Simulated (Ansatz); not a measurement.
The relaxed structure here is a generated cell of WC: the first start was made by placing the elements on the sites of a structure type, and the end was not matched to a known phase here, so it may be hypothetical. Known forms of WC include space group No. 187.

One starting cell of WC (a generated cell, WC placed in the FeSi structure type) was relaxed twice with Ansatz (plane waves, PAW, scalar-relativistic): with r2SCAN at 500 eV and with PBE at 420 eV. The r2SCAN result:

Space group P2₁3 (No. 198); a = 4.385 Å, b = 4.385 Å, c = 4.385 Å, α = 90.00°, β = 90.00°, γ = 90.00°

| atom | site | symmetry | x | y | z |
|---|---|---|---|---|---|
| W | 4a | .3. | 0.1395 | 0.1395 | 0.1395 |
| C | 4a | .3. | 0.8485 | 0.8485 | 0.8485 |

| quantity | r2SCAN | PBE |
|---|---|---|
| space group | P2₁3 | P2₁3 |
| volume (Å³/atom) | 10.54 | (withheld) |
| a (Å) | 4.385 | (withheld) |
| gap (eV, no spin-orbit coupling) | 0.00 | (withheld) |

### Question
Fill in the PBE column.

### Answer

- volume (Å³/atom), PBE: 10.67
- a (Å), PBE: 4.403
- gap (eV, no spin-orbit coupling), PBE: 0.00

Both levels end in the same structure; PBE's volume is 1.3 % larger. Neither column is exact.

No spin polarisation in the result.

The run could not lose the symmetry of its start; a randomly shaken copy of 8 atoms returns to this structure.

Ansatz is a program for electronic structure.
